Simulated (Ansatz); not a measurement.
K: from a migration barrier to a jump rate

All numbers below come from DFT PBEsol, scalar-relativistic, plane waves, PAW (Ansatz). Cutoff 420 eV, Γ-centred 2×2×2 k-points, Gaussian smearing of 0.1 eV. No spin polarisation.

In a supercell of 24 sites an atom of K jumps into a neighbouring K vacancy, a = 4.53 Å from site to site in the perfect crystal, in a neutral cell. A nudged elastic band with 5 inner images puts the highest image 0.073 eV above the start and 0.073 eV above the end. No image climbed, so the top of the path can lie higher. Take it as the barrier; the order of the saddle wasn't checked, and the cell is small.

Task: With an assumed attempt frequency of 10¹³ s⁻¹, how often does the jump happen, and how fast does the vacancy diffuse?

Result: Transition-state theory gives Γ = ν exp(−E/k_BT), and one such jump direction contributes Γa²/6 to the vacancy's diffusion coefficient averaged over directions:

```csv
T (K),E/k_BT,Γ (1/s),Γa²/6 (cm²/s)
300,2.8,5.9 × 10^11,2.0 × 10^-4
600,1.4,2.4 × 10^12,8.3 × 10^-4
1000,0.9,4.3 × 10^12,1.5 × 10^-3
1500,0.6,5.7 × 10^12,1.9 × 10^-3
```

The rate reaches one jump a second at T = E/(k_B ln 10¹³) = 28 K. The number of equivalent jumps multiplies D if they link up through the crystal; a hop between two sites alone gives no long-range diffusion, which then waits on a higher barrier. In either case the atoms' own diffusion carries the vacancy concentration and a correlation factor besides. Rows above the melting point are formal, and so are rows where E/k_BT falls under about 3, since the theory needs rare jumps.

Task: How much does an error of 0.1 eV in the barrier matter?

Result: It multiplies the rate by exp(0.1 eV/k_BT): 48 at 300 K and 3.2 at 1000 K, more than the usual doubt about ν at low temperature.

Cost: 1 run of about 31 core-minutes, on Arm Neoverse V1 (shared hosts).